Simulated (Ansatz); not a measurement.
BAs:
```xyz
4
Lattice="3.3583 0.0000 0.0000 -1.6792 2.9084 0.0000 0.0000 0.0000 5.5562" Properties=species:S:1:pos:R:3 pbc="T T T"
B      1.6792     0.9695     5.5550
B      0.0000     1.9389     2.7770
As     1.6792     0.9695     3.4749
As     0.0000     1.9389     0.6968
```

Relaxed with HSE06.

### Question
Give the Bader charges and basin volumes of the independent atoms, the program Ansatz at the HSE06 level (PAW).

### Answer


```
atom  Bader charge (e)  Bader volume (Å³)
----  ----------------  -----------------
B1               +0.19                8.7
As3              -0.19               18.5
```

Space group P6_3mc (wurtzite). The cell is a constructed one: a structure type filled with these elements; the Crystallography Open Database copy checked does not list it. It is not the phase usual at ambient conditions (space group No. 216). The HSE06 relaxation kept the symmetry of its start; its stability against distortions is not shown here.

Potentials: the later of the program's two PAW sets.
